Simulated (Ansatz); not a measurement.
According to plane-wave PAW PBE (Ansatz code), Ag in the diamond structure (Fd-3m) relaxes to a = 6.216 Å. Ag has 4 nearest neighbours from 2.69 Å (tetrahedral).

Electronic character: metallic (no gap). Gap from PBE with spin–orbit coupling: none (metallic).

The bulk modulus is 304 kbar.

The start of the workflow was typed in or built on a structure type; neither database checked (COD, Materials Project) lists it. It is not the phase usual at ambient conditions (space group No. 225). The PBE relaxation kept the symmetry of its start; whether a distortion lowers the energy is not shown. No spin polarisation was allowed. Scalar-relativistic: spin–orbit coupling is off unless named, which matters more the heavier the elements.

Potentials: the later of the program's two PAW sets.
